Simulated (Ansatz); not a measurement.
**W3O: work and stress of cleavage**

Method: DFT PBEsol, scalar-relativistic, plane waves, PAW in Ansatz. Settings: plane waves to 420 eV, k-mesh 8×8×4 (Γ-centred), Gaussian smearing 0.15 eV. Spin–orbit coupling is left out, which matters for the heavy elements here. No spin polarisation. Energies are free energies at this smearing, counted from the undisturbed cell; pressure is positive in compression.

Zero of the scan (relaxed at this level; it needn't be the usual structure):

```xyz
16
Lattice="0.0000 -4.8313 0.0000 0.0000 0.0000 -4.8313 9.6627 0.0000 0.0000" Properties=species:S:1:pos:R:3 pbc="T T T"
W     1.8118   -1.2078    0.0000
W     6.6431   -1.2078    0.0000
W     4.2274   -2.4157   -1.2078
W     9.0588   -2.4157   -1.2078
W     0.6039    0.0000   -2.4157
W     5.4353    0.0000   -2.4157
W     1.8118   -3.6235    0.0000
W     6.6431   -3.6235    0.0000
W     4.2274   -2.4157   -3.6235
W     9.0588   -2.4157   -3.6235
W     3.0196    0.0000   -2.4157
W     7.8509    0.0000   -2.4157
O     1.8118   -2.4157   -2.4157
O     6.6431   -2.4157   -2.4157
O     4.2274    0.0000    0.0000
O     9.0588    0.0000    0.0000
```

The cut lies on the cell's a–b face, a (1 0 0) plane (indices in the standard cell, whose axes needn't be the Cartesian ones shown) of area 23.34 Å², between layers 1.21 Å apart. Vector c is lengthened by d along the normal with the atoms' Cartesian places fixed: one unrelaxed cut a cell. The traction is positive where the two halves pull on each other.

| d (Å) | energy (J/m²) | traction (GPa) |
| --- | --- | --- |
| -0.30 | 0.75 | -60.5 |
| 0.00 | 0.00 | 0.0 |
| 0.25 | 0.28 | 19.6 |
| 0.50 | 0.89 | 27.8 |
| 1.00 | 2.35 | 28.2 |
| 2.00 | 4.40 | 12.7 |
| 3.00 | 5.14 | 3.7 |
| 6.00 | 5.38 | 0.0 |

**Question.** What are the work of separation and the cleavage stress, and do they fit the universal binding curve?

**Answer.** The energy levels off near W ≈ 5.38 J/m² (the traction is down to 0.0 GPa), the energy of the two unrelaxed faces, 2.69 J/m² each on average. The largest sampled traction is 28.2 GPa at d = 1.00 Å, and a parabola through it and its two neighbours peaks at σ_max ≈ 28.7 GPa, d ≈ 0.79 Å. The curve E = W[1 − (1 + d/ℓ)exp(−d/ℓ)] peaks in traction at d = ℓ with σ_max = W/(eℓ); with 1 J/m² per Å = 10 GPa this W and σ_max give ℓ = 0.69 Å. A parabola through that curve at the same three d peaks at 0.65 Å, against 0.79 Å here, a fair fit. Real crystals break at far lower stress, because cracks concentrate it, and on the plane of lowest W, which needn't be this one.

The cut is rigid; relaxing the faces lowers these energies and usually the stresses.

No gap shows at this level, though a semilocal functional can close a small gap that the real compound has; without a gap these slopes depend on the k mesh and the smearing.

Cost: 8 runs of about 21 core-minutes in all, on AMD EPYC 7R43 (Zen 3) (shared hosts).